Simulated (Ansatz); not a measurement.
**What DFT gives for Ni3Pb2S2**

```
Pb Ni S
1.0
     2.88103   -1.46394   -4.55340
     0.13913    3.33169   -4.61096
     2.77065    1.56087    4.45154
Pb Ni S
2 3 2
Direct
  0.94123 0.01716 0.95051
  0.51694 0.49147 0.51271
  0.50774 0.00003 0.50386
  0.00331 0.50063 0.50563
  0.96225 0.02840 0.48282
  0.29896 0.28931 0.84726
  0.73338 0.71732 0.14851
```

Method: r2SCAN, collinear spin; PAW, plane waves to 500 eV, 4×4×4 (shifted by 0.5, 0.5, 0.5 steps) mesh, fermi-dirac occupations (width 0.1 eV) (Ansatz 0.2.0), atoms fixed.

The state carries no moments; the state need not be the lowest.

(1) Which atom feels the largest force, and which way?

(2) Describe some of the short contacts.

(3) What does the stress say?

(4) Give the Bader charges.

(5) Is it stable against the elements?

(6) What happens at the Fermi level?

Origin: a strained cell with displaced atoms, so it need not be a known compound. Caveats: the k mesh is coarse if the cell is a metal; atoms or cell far from equilibrium.

Results:

(1) The largest is on S6: 1.90 eV/Å, components (-1.83, -0.42, 0.35). It makes 75° with the line to a nearest neighbour, Ni3 at 2.17 Å.

(2) Ni–S at 2.17 Å: least valence density 0.66 e/Å³ and ELF 0.29 there. Pb–Ni at 2.49 Å: least valence density 0.43 e/Å³ and ELF 0.27 there. Pb–S at 2.92 Å: least valence density 0.23 e/Å³ and ELF 0.23 there. Both are smooth PAW fields, read partly inside the augmentation spheres.

(3) The pressure is -0.8 GPa (compression positive), so with the atoms held at these fractions the cell would first shrink; the forces are large, so a full relaxation may end otherwise. The principal stresses -4.1, -0.2, 1.9 GPa differ, so its shape would change too.

(4) Bader charges in e: Ni +0.16, Pb +0.57, S -0.82 to -0.78. In the mean Pb gives up most and S takes most.

(5) -0.25 eV an atom against the elements' usual phases (free molecules for gases, crystals otherwise, with no correction for O₂ or N₂), so it is bound against them; other compounds may still compete. Relaxing would lower it.

(6) It is a metal on this mesh, though the bands barely overlap, with about 3.1 states/eV a cell as the mean within 0.25 eV of the Fermi level, mostly Ni d (65 %) and S p (16 %).
